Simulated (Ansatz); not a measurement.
**Static calculation, Sn**

System: Sn (diamond type), 2 atoms in the cell.

Ansatz input (lattice in Å, positions in fractions of it; a bare `kind: paw` takes the build's default datasets)
```yaml
crystal:
  lattice:
    - [0, 3.325, 3.325]
    - [3.325, 0, 3.325]
    - [3.325, 3.325, 0]
  atoms:
    - { symbol: Sn, position: [0, 0, 0] }
    - { symbol: Sn, position: [0.25, 0.25, 0.25] }
kpoints:
  mp_grid: { grid: [6, 6, 6] }
hamiltonian:
  xc: hse06
  pseudopotentials:
    kind: paw
    azcp:
      Sn: "pseudopotentials/pbe/paw/ansatz_paw_generated_hard_1/Sn.paw.azcp"
scf:
  occupations: { method: fermi_dirac, width: 0.02 }
  convergence: { dr2_threshold: "1e-10 eV" }
  exx: { energy_threshold: "2e-8 eV", singularity: regularized }
output:
  forces: true
  stress: true
  eigenvalues: true
```

Theory: HSE06, plane waves, PAW datasets (generated hard set) (Ansatz 0.2.0 development build).

What the run gave

```json
{
  "Plane-wave cutoff used": "700 eV",
  "Pressure": "-1.64 GPa",
  "Smearing term TS": "0.2 meV/atom",
  "Valence electrons": "44",
  "Irreducible k-points": "16",
  "CPU time": "about 8 core-minutes on a shared host"
}
```

Stress tensor in GPa, compression positive:
```
-1.64  0.00  0.00
 0.00 -1.64  0.00
 0.00  0.00 -1.64
```

The stress includes the program's correction for the finite plane-wave basis.

The k-mesh is modest, so these values aren't fully converged in k. Potentials made with PBE were used with another functional.
